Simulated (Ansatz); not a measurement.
Here is the system:

TiAl2O5:
```xyz
16
Lattice="1.8156 -4.7222 0.0000 1.8156 4.7222 0.0000 0.0000 0.0000 9.5310" Properties=species:S:1:pos:R:3 pbc="T T T"
Ti     1.8156     3.5160     0.5885
Ti     1.8156    -3.5160     5.3540
Al     1.8156     3.3799     4.1134
Al     1.8156    -3.3799     8.8789
Al     1.8156     2.9256     7.1868
Al     1.8156    -2.9256     2.4213
O      1.8156     4.1804     5.8373
O      1.8156    -4.1804     1.0719
O      1.8156     4.3025     8.3916
O      1.8156    -4.3025     3.6261
O      1.8156     2.3985     2.4211
O      1.8156    -2.3985     7.1866
O      1.8156     1.7371     5.5243
O      1.8156    -1.7371     0.7588
O      1.8156     1.8177     8.8263
O      1.8156    -1.8177     4.0609
```

This is the PBEsol-relaxed structure. x, y and z are the axes in which the lattice vectors are written.

Task: All from DFT-PBEsol in the program Ansatz with PAW potentials, unless another level is named. Give the Debye temperature from the elastic constants.

Result: 780 K.

Task: Next, the piezoelectric stress constants (proper, relaxed ions, C/m²)?

Result: e24 = 0.34, e31 = 0.18, e32 = -0.65, e33 = -0.05.

Space group Cmc2_1. The workflow started from a Materials Project entry (that database holds measured and hypothetical structures alike); the Crystallography Open Database copy checked does not list it. Whether it is the stable phase at ambient conditions was not checked. Symmetry was held in the PBEsol relaxation; its stability against distortions is not shown here. The run is not spin-polarised. Signs of piezoelectric constants follow the polarity of the cell as given.

Potentials: the later of the program's two PAW sets.
